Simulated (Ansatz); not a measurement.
ScF$_{3}$ (ReO3 type, Pm-3m), a = 4.0334 Å, b = 4.0334 Å, c = 4.0334 Å, α = 90.00°, β = 90.00°, γ = 90.00°.

Relaxed with r²SCAN. Independent-particle spectrum: no excitons, no local fields, no scissors shift; 0.1 eV broadening; ε₁ of the summed bands alone.

Problem. Tabulate the dielectric function from plane-wave PAW r²SCAN (Ansatz code).

Solution. 

```tsv
E (eV)	ε₁ xx	ε₂ xx
0.0	1.94	0.00
0.4	1.94	0.00
0.8	1.94	0.00
1.2	1.95	0.00
1.6	1.96	0.00
2.0	1.97	0.00
2.4	1.99	0.00
2.8	2.01	0.00
3.2	2.04	0.00
3.6	2.06	0.00
4.0	2.10	0.00
4.4	2.15	0.00
4.8	2.20	0.00
5.2	2.27	0.00
5.6	2.36	0.00
6.0	2.48	0.00
6.4	2.65	0.00
6.8	2.92	0.00
7.2	3.48	0.00
7.6	4.93	1.91
8.0	3.18	2.92
8.4	0.74	3.44
8.8	0.99	0.86
9.2	2.39	1.29
9.6	1.95	1.46
10.0	2.31	1.29
10.4	2.56	3.21
10.8	-0.03	2.75
11.2	0.20	1.73
11.6	0.26	1.48
12.0	0.22	1.23
```

Problem. From ε at 9.4 eV (xx: 2.02 + 1.50i), find n, k, the normal reflectivity and the absorption coefficient.

Solution. n = 1.51, k = 0.498, R = 8 %, α = 2kE/ħc = 470000 cm⁻¹.

With all bands, ε∞ without local fields is 2.15. DFPT, with local fields, gives 2.12.

The workflow started from a Materials Project entry (that database holds measured and hypothetical structures alike); the Crystallography Open Database files this formula in space group No. 221, but the cells were not matched. Whether it is the stable phase at ambient conditions was not checked. The r²SCAN relaxation kept the symmetry of its start; phonons on a q-mesh show weakly imaginary modes. The run is not spin-polarised.

Potentials: the earlier of the program's two PAW sets.
